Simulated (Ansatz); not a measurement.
The start is a relaxed GaP cell deformed by the Cartesian strain tensor (xx, yy, zz, yz, xz, xy) = (-0.159, -0.092, 0.112, -0.026, 0.045, -0.049). Cell shape, volume and atoms are optimised at zero target pressure with r2SCAN (plane waves to 500 eV, PAW, scalar-relativistic; Ansatz, a quantum-chemistry and plane-wave program). The first steps use a coarse 8×7×8 k-mesh.

Starting cell:
```
CELL_PARAMETERS angstrom
     -0.00954     2.40421     2.96029
      2.41648    -0.20444     3.15519
      2.15889     2.34152     0.05315
ATOMIC_POSITIONS crystal
  P  0.75000 0.75000 0.75000
  Ga 0.00000 0.00000 0.00000
```

```json
{
  "energy_released": "0.57 eV/atom",
  "volume_change": "+18.5 %, from 17.10 to 20.25 Å³/atom",
  "relative_to_the_parent": "It returns to the parent structure, F-43m (No. 216)",
  "Shortest distances (start → end)": "The closest pairs of elements (up to four, under 3.6 Å), start → end: Ga–P 2.17 → 2.36 Å; P–P 3.19 → 3.85 Å; Ga–Ga 3.19 → 3.85 Å",
  "band_gap_at_the_end": "1.85 eV, indirect (valence top at Γ, conduction bottom at 87 % of the way from Γ to X) (no spin-orbit coupling)",
  "optimiser_moves": "9"
}
```

It ends as:

Space group F-43m (No. 216); a = b = c = 5.4517 Å, α = β = γ = 90.00°

```tsv
atom	site	symmetry	x	y	z
P	4a	-43m	0.0000	0.0000	0.0000
Ga	4d	-43m	0.7500	0.7500	0.7500
```
(The calculation used a cell of 2 atoms; values per cell refer to that cell.)

Final values are on a 10×10×10 k-mesh of the relaxed cell. No spin polarisation in the result.
